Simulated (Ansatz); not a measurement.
HfO2 with hydrogen replacing O: a ladder of calculations

Cell of run 1: a supercell of HfO2 (fluorite type, Fm-3m) built from a COD entry, with all atoms left at the host's positions.

```yaml
crystal:
  lattice:
    - [0.00000, 5.11500, 5.11500]
    - [5.11500, 0.00000, 5.11500]
    - [5.11500, 5.11500, 0.00000]
  atoms:
    - { symbol: Hf, position: [0.00000, 0.00000, 0.00000] }
    - { symbol: Hf, position: [0.00000, 0.00000, 0.50000] }
    - { symbol: Hf, position: [0.00000, 0.50000, 0.00000] }
    - { symbol: Hf, position: [0.00000, 0.50000, 0.50000] }
    - { symbol: Hf, position: [0.50000, 0.00000, 0.00000] }
    - { symbol: Hf, position: [0.50000, 0.00000, 0.50000] }
    - { symbol: Hf, position: [0.50000, 0.50000, 0.00000] }
    - { symbol: Hf, position: [0.50000, 0.50000, 0.50000] }
    - { symbol: H, position: [0.12500, 0.12500, 0.12500] }
    - { symbol: O, position: [0.12500, 0.12500, 0.62500] }
    - { symbol: O, position: [0.12500, 0.62500, 0.12500] }
    - { symbol: O, position: [0.12500, 0.62500, 0.62500] }
    - { symbol: O, position: [0.62500, 0.12500, 0.12500] }
    - { symbol: O, position: [0.62500, 0.12500, 0.62500] }
    - { symbol: O, position: [0.62500, 0.62500, 0.12500] }
    - { symbol: O, position: [0.62500, 0.62500, 0.62500] }
    - { symbol: O, position: [0.37500, 0.37500, 0.37500] }
    - { symbol: O, position: [0.37500, 0.37500, 0.87500] }
    - { symbol: O, position: [0.37500, 0.87500, 0.37500] }
    - { symbol: O, position: [0.37500, 0.87500, 0.87500] }
    - { symbol: O, position: [0.87500, 0.37500, 0.37500] }
    - { symbol: O, position: [0.87500, 0.37500, 0.87500] }
    - { symbol: O, position: [0.87500, 0.87500, 0.37500] }
    - { symbol: O, position: [0.87500, 0.87500, 0.87500] }
```

Atoms are numbered from 1 in the order listed; like atoms form one site, named after its first atom.

Relaxed positions (PBE, cell held):

```
CELL_PARAMETERS angstrom
0.00000 5.11500 5.11500
5.11500 0.00000 5.11500
5.11500 5.11500 0.00000
ATOMIC_POSITIONS crystal
Hf 0.99824 0.99824 0.99824
Hf 0.99824 0.99824 0.50528
Hf 0.99824 0.50528 0.99824
Hf 0.00377 0.49874 0.49874
Hf 0.50528 0.99824 0.99824
Hf 0.49874 0.00377 0.49874
Hf 0.49874 0.49874 0.00377
Hf 0.49874 0.49874 0.49874
H 0.12500 0.12500 0.12500
O 0.12613 0.12613 0.62387
O 0.12613 0.62387 0.12613
O 0.12613 0.62387 0.62387
O 0.62387 0.12613 0.12613
O 0.62387 0.12613 0.62387
O 0.62387 0.62387 0.12613
O 0.62500 0.62500 0.62500
O 0.37500 0.37500 0.37500
O 0.36645 0.36645 0.88355
O 0.36645 0.88355 0.36645
O 0.36645 0.88355 0.88355
O 0.88355 0.36645 0.36645
O 0.88355 0.36645 0.88355
O 0.88355 0.88355 0.36645
O 0.87500 0.87500 0.87500
```

All runs are DFT with Ansatz 0.2.0 (plane waves and PAW, scalar-relativistic unless spin–orbit coupling is named, Γ-centred meshes, Fermi–Dirac smearing where given) in this cell. Start moments of run 1 as typed (μB): 1 on each H, none on the rest.

Run 1: PBE, with a start moment, atoms at the host's positions; 420 eV, 3×3×3 k-points, smearing 0.01 eV.
Run 2: PBE, with a start moment, atoms relaxed; 420 eV, 3×3×3 k-points, smearing 0.01 eV.
Run 3: r2SCAN, with a start moment, at the relaxed atoms; 500 eV, 3×3×3 k-points, smearing 0.01 eV.

```json
{"run": "1", "Hf1 V_zz (η)": "17.58 (0.00)", "Hf4 V_zz (η)": "-0.12 (0.00)", "O10 V_zz (η)": "0.11 (0.31)", "O18 V_zz (η)": "1.64 (0.17)", "absolute moment (μB)": "1.0"}
{"run": "2", "Hf1 V_zz (η)": "?", "Hf4 V_zz (η)": "?", "O10 V_zz (η)": "?", "O18 V_zz (η)": "?", "absolute moment (μB)": "?"}
{"run": "3", "Hf1 V_zz (η)": "17.86 (0.00)", "Hf4 V_zz (η)": "-1.48 (0.00)", "O10 V_zz (η)": "-0.82 (0.33)", "O18 V_zz (η)": "1.52 (0.23)", "absolute moment (μB)": "0.0"}
```

V_zz in 10²¹ V/m²; 4 of the 8 sets of like atoms are followed.

Q: Estimate the row of run 2.

A: Hf1: 17.38 (0.00); Hf4: -1.39 (0.00); O10: -0.78 (0.32); O18: 1.44 (0.26); absolute moment (μB): 0.0. It lies nearest to run 3, from whose tensors on these sites it differs by 0.48 at most (largest principal value of the difference, on Hf1). Taken one at a time, the positions of the atoms (as given or relaxed) move the tensors on these sites by up to 1.26 (largest principal value of the change, on Hf4), the functional (r2SCAN with its higher cutoff) by 0.48 (Hf1). On some sites the largest principal value moves to another axis from run to run, and the sign of V_zz can flip with it. The absolute moment differs between the runs, so they don't all stand in one spin state. The defect's own atom has next to no gradient in any run.

The defect repeats with the cell of 24 atoms, so it feels its images: sites between two images don't show the values beside a lone defect, and zeros or small values of η there can come from the images' arrangement. This high-symmetry form of HfO2 is unstable when cold, to shifts of the oxygen columns, towards the tetragonal form. The symmetry of the cell holds that distortion back, wholly or in part, and it would change the field gradients, the more the larger the distortion. Without spin–orbit coupling the gradients at and beside Hf can be off by some per cent, at some sites by more. The relaxation keeps the site symmetry -43m of the start, so the impurity can't leave its site; a distortion that would localise the partly filled state isn't explored. In run 3 the program didn't check the stability of the electronic state in full, so a lower one may lie near. In runs 2, 3 the start moments die out. In run 1 the atoms aren't at the calculated equilibrium (largest force 0.87 eV/Å). The cell keeps the host's lattice, at a calculated pressure of -8 GPa in run 3. In runs 1, 2, 3 the defect cell has no gap above 0.1 eV, so the values hang on the smearing and the k-mesh. Run 1: The run lost most of its start moments on H; a state with other moments may lie lower.
